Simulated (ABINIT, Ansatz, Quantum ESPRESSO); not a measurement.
One calculation of LiBe, 3 ways

```xyz
4
Lattice="2.2960 0.0000 0.0000 0.0000 3.6128 0.0000 -0.4017 0.0000 5.5135" Properties=species:S:1:pos:R:3 pbc="T T T"
Be    0.4471    2.7380    2.3392
Be    1.5363    0.8529    3.1203
Li    0.2977    2.7775    4.6690
Li    1.6325    0.9350    0.8882
```

The cell comes from a database or a generator and needn't be the stable form of this composition.

Atoms were shifted at random by some hundredths of an Å from the given cell, which wasn't relaxed again for these runs.

Alike in all runs: task single point; functional PBE; k mesh 11 × 7 × 5; occupations fermi-dirac, width 0.05 eV; no spin polarisation; no spin-orbit coupling. Pressure is positive in compression and, in plane waves, holds the error of the finite cutoff, which Ansatz's Pulay term estimates and takes out.

```tsv
program and potentials	plane-wave cutoff (eV)	notes	pressure (GPa)	largest force (eV/Å)	energy over the undisturbed cell (meV/atom)
Ansatz, Ansatz PAW	420	2.5 valence electrons an atom on average	0.53	0.603	9.98
Quantum ESPRESSO, SSSP 1.3 efficiency PBE	748	3.5 valence electrons an atom on average	0.67	0.613	10.21
ABINIT, JTH PAW PBE v2.0	517	3.5 valence electrons an atom on average	0.07	0.604	10.00
```

Force on atom 2 (Be), eV/Å:

```csv
program and potentials,x,y,z
"Ansatz, Ansatz PAW",0.108,0.496,0.326
"Quantum ESPRESSO, SSSP 1.3 efficiency PBE",0.109,0.501,0.336
"ABINIT, JTH PAW PBE v2.0",0.104,0.496,0.329
```

The pressure spans 0.07 (ABINIT, JTH PAW PBE v2.0) to 0.67 GPa (Quantum ESPRESSO, SSSP 1.3 efficiency PBE).

The functional is the same throughout but for its coding, so the spread measures potentials, basis and numerics; runs on potential files found faulty are left out.
